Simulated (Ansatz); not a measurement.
Input and command of a plane-wave DFT calculation in Ansatz:

```yaml
crystal:
  lattice:
    - [4.1854060762, 0.0, 0.0]
    - [0.0, 4.1854060762, 0.0]
    - [0.0, 0.0, 2.4552453754]
  atoms:
    - { symbol: Si, position: [0.5, 0.5, 0.5] }
    - { symbol: Si, position: [0.0, 0.0, 0.0] }
    - { symbol: O, position: [0.6938852014, 0.6938852014, 0.0] }
    - { symbol: O, position: [0.1938852014, 0.8061147986, 0.5] }
    - { symbol: O, position: [0.3061147986, 0.3061147986, 0.0] }
    - { symbol: O, position: [0.8061147986, 0.1938852014, 0.5] }
basis:
  ecutwfc: 500
kpoints:
  mp_grid: { grid: [6, 6, 8] }
hamiltonian:
  xc: r2scan
scf:
  occupations: { method: gaussian, width: 0.05 }
output:
  forces: true
  stress: true
  eigenvalues: true
```

```bash
ansatz run input.yaml --threads 2 --pin off --max-ram 5120MiB --backend cpu --events-out ev --progress --plain --runs-dir out
```

Processor: Intel(R) Xeon(R) Platinum 8259CL CPU @ 2.50GHz (Skylake/Cascade Lake), 2 threads, on a host shared with other jobs.

Question: Estimate time, memory and problem size.

Answer: About 4.2 s on 2 threads of Intel(R) Xeon(R) Platinum 8259CL CPU @ 2.50GHz (Skylake/Cascade Lake) (shared host), peak memory 0.48 GiB. It solves 22 bands at 50 k points (the mesh reduced by symmetry) with about 1105 plane waves, in 6 SCF iterations.
